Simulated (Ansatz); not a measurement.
LaMg (CsCl type, space group No. 221) under volume change, DFT-r²SCAN in the program Ansatz with PAW potentials, scaled uniformly.

```tsv
V (Å³/atom)	E − E(relaxed) (meV/atom)	P (GPa)
28.608	30.9	3.75
29.551	13.1	2.33
30.494	3.1	1.08
31.437	0.0	0.00
32.380	2.9	-0.95
33.324	10.9	-1.78
34.267	23.7	-2.52
```

### Question
What does a third-order Birch–Murnaghan fit give for V₀, B₀ and B′?

### Answer
V₀ = 31.44 Å³/atom, B₀ = 33.9 GPa, B′ = 3.4.

Space group Pm-3m (CsCl type). The workflow started from an entry of the Crystallography Open Database (COD). Its standing as an ambient phase is unchecked. The cell was relaxed with r²SCAN under the symmetry of its start; its stability against distortions is not shown here. Scalar-relativistic: spin–orbit coupling is off unless named, which matters more the heavier the elements.

Potentials: the later of the program's two PAW sets.
